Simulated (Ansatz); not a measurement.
The end point of a relaxation of CeO$_{2}$. Space group P6₃/mmc (No. 194), AFLOW prototype A2B_hP12_194_cg_f (C10, as in SiO2). These are r2SCAN (plane waves to 500 eV, PAW, scalar-relativistic; Ansatz, a quantum-chemistry and plane-wave program) values and carry that method's errors.

```xyz
12
Lattice="6.8835 0.0000 0.0000 -3.4417 5.9613 0.0000 0.0000 0.0000 11.2436" Properties=species:S:1:pos:R:3 pbc="T T T"
Ce     0.0000     3.9742     6.3246
Ce     3.4417     1.9871     0.7027
Ce     3.4417     1.9871     4.9191
Ce     0.0000     3.9742    10.5409
O      0.0000     3.9742     8.4327
O      3.4417     1.9871     2.8109
O      3.4417     0.0000     5.6218
O      1.7209     2.9806     0.0000
O     -1.7209     2.9806     5.6218
O      3.4417     0.0000     0.0000
O      1.7209     2.9806     5.6218
O     -1.7209     2.9806     0.0000
```

### Question
What band gap does r2SCAN give?

### Answer
2.05 eV, direct at Γ (no spin-orbit coupling).

### Question
Estimate the magnetic moment that r2SCAN returns for this input.

### Answer
Zero (the starting moments vanished).

No spin polarisation in the result: the starting moments vanished. The d or f electrons are treated with no Hubbard U. The 4f state was not searched, so a lower electronic state may exist.

The run could not lose the symmetry of its start.

The first start was generated by placing the elements on the sites of a structure type. Materials Project lists a structure of CeO2 in the same space group, P6₃/mmc (No. 194); the sites were not compared with it, nor with measured phases. Known forms of CeO2 include space group No. 225.
